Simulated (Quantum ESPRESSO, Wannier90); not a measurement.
# SrTiO₃ (cubic perovskite): Wannier90 run

```
begin unit_cell_cart
ang
    3.9127000000    0.0000000000    0.0000000000
    0.0000000000    3.9127000000    0.0000000000
    0.0000000000    0.0000000000    3.9127000000
end unit_cell_cart
begin atoms_frac
Sr   0.0000000000  0.0000000000  0.0000000000
Ti   0.5000000000  0.5000000000  0.5000000000
O    0.5000000000  0.0000000000  0.5000000000
O    0.0000000000  0.5000000000  0.5000000000
O    0.5000000000  0.5000000000  0.0000000000
end atoms_frac
```

Materials Project entry mp-5229; symmetrised, unrelaxed at this level. COD (Crystallography Open Database) records the formula in this space group. Ideal cubic forms of this type are often high-temperature phases that distort on cooling; symmetry holds the cell here, and its stability was not tested. Method: PBEsol plane waves in Quantum ESPRESSO 7.5 (PseudoDojo norm-conserving files, 68 Ry, no spin polarisation, no spin-orbit coupling), Bloch states on a 8×8×8 mesh through Γ, Wannier90 4.0.1. Density: 8×8×8 mesh, cold smearing 0.01 Ry.

A tight-binding model is made by disentanglement and projection with no localisation steps (num_iter = 0), so the 14 orbitals stay atom-like: hydrogen-like Ti: d; O: p, axes along x, y, z; frozen window up to 3.34 eV relative to the valence-band maximum. It follows pw.x to 0.4 meV rms for states up to 2.8 eV relative to the valence-band maximum. Matrix elements depend on this choice of orbitals and windows.

### Question
Which pairs of orbitals on different sites are coupled most strongly? Give distance, modulus and how many such pairs a cell has.

### Answer
```tsv
orbital	orbital	distance of the centres (Å)	modulus (eV)	pairs
O pz	Ti dz2	1.96	2.45	2
O py	Ti dx2-y2	1.96	2.12	2
O px	Ti dx2-y2	1.96	2.12	2
O pz	Ti dyz	1.96	1.26	2
O px	Ti dxy	1.96	1.26	2
O pz	Ti dxz	1.96	1.26	2
O py	Ti dxy	1.96	1.26	2
O px	Ti dxz	1.96	1.26	2
O py	Ti dyz	1.96	1.26	2
O py	Ti dz2	1.96	1.23	2
O px	Ti dz2	1.96	1.23	2
O px	O py	2.77	0.44	4
O py	O pz	2.77	0.44	4
O px	O pz	2.77	0.44	4
O px	O py	2.77	0.30	4
O px	O pz	2.77	0.30	4
O py	O pz	2.77	0.30	4
O px	O px	2.77	0.25	8
O py	O py	2.77	0.25	8
O pz	O pz	2.77	0.25	8
O px	O px	3.91	0.14	2
O py	O py	3.91	0.14	2
O pz	O pz	3.91	0.14	2
Ti dz2	Ti dz2	3.91	0.12	1
Ti dx2-y2	Ti dx2-y2	3.91	0.09	2
Ti dxz	Ti dxz	3.91	0.09	2
Ti dyz	Ti dyz	3.91	0.09	2
Ti dxy	Ti dxy	3.91	0.09	2
O pz	O pz	3.91	0.09	1
O py	O py	3.91	0.09	1
```
